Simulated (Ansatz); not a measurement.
## TaSi2: 181Ta nuclear quadrupole resonance

Cell: a COD entry (the entry's cell lengths or inner coordinates differ somewhat from later room-temperature determinations), atoms as given.

```cif
data_TaSi2
_symmetry_space_group_name_H-M 'P6_222'
_symmetry_Int_Tables_number 180
_cell_length_a 4.7800
_cell_length_b 4.7800
_cell_length_c 6.5640
_cell_angle_alpha 90.000
_cell_angle_beta 90.000
_cell_angle_gamma 120.000
loop_
_atom_site_label
_atom_site_type_symbol
_atom_site_symmetry_multiplicity
_atom_site_Wyckoff_symbol
_atom_site_fract_x
_atom_site_fract_y
_atom_site_fract_z
Ta Ta 3 d 0.5000 0.0000 0.5000
Si Si 6 j 0.1666 0.3333 0.5000
```

One atom of each set is listed.

All values are calculated (Ansatz; DFT, PBE, plane waves and PAW, scalar-relativistic, 420 eV cutoff, Γ-centred 8×8×5 k-points, Fermi–Dirac smearing 0.05 eV), not measured.

181Ta: I = 7/2, Q = 3170 mb (year-2017 value). Static lattice, zero field.

Question: At which frequencies do the 181Ta NQR lines lie?

Answer: For I = 7/2 and η = 0 the lines are |C_Q|/14 times 1, 2 and 3; η shifts the lowest up most.

| site | atoms | V_zz (10²¹ V/m²) | C_Q (MHz) | η | line frequencies (MHz) |
| --- | --- | --- | --- | --- | --- |
| Ta | 3 | 4.78 | 367 | 0.84 | 48.0, 61.6, 72.6 |

At this cell the principal stresses reach 5 GPa in size with PBE, which can matter for small gradients. The largest force is 0.8 eV/Å, so the atoms aren't at the calculated equilibrium and relaxing them would move these values. The run finds no gap above 0.1 eV (a metal, or nearly one), so the gradients can move by 10 % or more with the k-mesh. Without spin–orbit coupling the gradients at and beside Ta can be off by some per cent, at some sites by more. With these PAW files V_zz is typically within 2 to 3 % of all-electron values, but misses above 10 % occur on Ta.
